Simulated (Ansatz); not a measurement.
Sc3SnB:
```yaml
crystal:
  lattice:
    - [4.64735, 0.00000, 0.00000]
    - [0.00000, 4.64735, 0.00000]
    - [0.00000, 0.00000, 4.64735]
  atoms:
    - { symbol: Sc, position: [0.00000, 0.50000, 0.50000] }
    - { symbol: Sc, position: [0.50000, 0.00000, 0.50000] }
    - { symbol: Sc, position: [0.50000, 0.50000, 0.00000] }
    - { symbol: Sn, position: [0.00000, 0.00000, 0.00000] }
    - { symbol: B, position: [0.50000, 0.50000, 0.50000] }
```

Relaxed with r²SCAN. Special points in fractions of this cell's reciprocal vectors: Γ (0.000, 0.000, 0.000); X (0.000, 0.500, 0.000); M (0.500, 0.500, 0.000); R (0.500, 0.500, 0.500).

Question: List the band energies nearest the Fermi level at these points for r²SCAN with spin–orbit coupling in the plane-wave PAW code Ansatz.

Answer: In eV from the Fermi level; about four levels below and three above (degenerate sets whole), none deeper than 8.9 eV; points with the same levels are listed once.

| k | below | above |
|---|---|---|
| Γ | -0.50 -0.50 -0.50 -0.50 | 0.03 0.03 0.03 0.03 0.03 0.03 |
| X | -0.72 -0.72 -0.71 -0.71 | 0.45 0.45 0.55 0.55 |
| M | -1.15 -1.15 -1.11 -1.11 | 1.33 1.33 1.34 1.34 |
| R | -2.07 -2.07 -2.07 -2.07 | 1.56 1.56 1.56 1.56 1.56 1.56 |

Space group Pm-3m (anti-perovskite). The workflow started from an entry of the Crystallography Open Database (COD). Whether it is the stable phase at ambient conditions was not checked. Symmetry was held in the r²SCAN relaxation; its stability against distortions is not shown here. No spin polarisation was allowed.

Potentials: the later of the program's two PAW sets.
